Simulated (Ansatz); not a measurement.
Si:
```yaml
crystal:
  lattice:
    - [3.83247, 0.00000, 0.00000]
    - [-1.91624, 3.31902, 0.00000]
    - [0.00000, 0.00000, 6.34119]
  atoms:
    - { symbol: Si, position: [0.33333, 0.66667, 0.06306] }
    - { symbol: Si, position: [0.66667, 0.33333, 0.93694] }
    - { symbol: Si, position: [0.66667, 0.33333, 0.56306] }
    - { symbol: Si, position: [0.33333, 0.66667, 0.43694] }
```

Relaxed with r²SCAN. DFT-r²SCAN in the program Ansatz with PAW potentials gives a gap of 0.61 eV.

Question: What gap does HSE06 give on the same cell (Ansatz, PAW)?

Answer: 0.97 eV, 0.36 eV more. The hybrid was solved on a coarser mesh and at special points; its gap is the smallest among all of these.

```csv
k,v1 r²SCAN,c1 r²SCAN,v1 HSE06,c1 HSE06
Γ,0.00,1.36,[?],[?]
A,-0.98,2.14,-1.00,2.52
K,-3.50,0.98,[?],[?]
H,-2.12,1.82,[?],[?]
M,-1.53,0.61,-1.58,0.97
L,-2.56,1.14,[?],[?]
```

Question: Top valence (v1) and lowest conduction level (c1) in eV from each method's valence maximum (which need not be a listed point): supply the withheld HSE06 values.

Answer: 
- K, v1 HSE06: -3.64
- K, c1 HSE06: 1.37
- L, v1 HSE06: -2.65
- L, c1 HSE06: 1.51
- Γ, v1 HSE06: 0.00
- Γ, c1 HSE06: 1.69
- H, v1 HSE06: -2.18
- H, c1 HSE06: 2.21

Cost on shared cores: the r²SCAN run (SCF on a 8×8×5 mesh, then bands and DOS) around 29 core-seconds (rough), the HSE06 run (SCF on 6×6×4, then a few points) roughly 2.2 core-minutes; the tasks are unlike.

Space group P6_3/mmc. The first step of the workflow began from a Materials Project structure, measured or hypothetical; the Crystallography Open Database copy checked does not list it. It is not the phase usual at ambient conditions (space group No. 227). Symmetry was held in the r²SCAN relaxation; phonons on a q-mesh show no instability.

Potentials: the later of the program's two PAW sets.
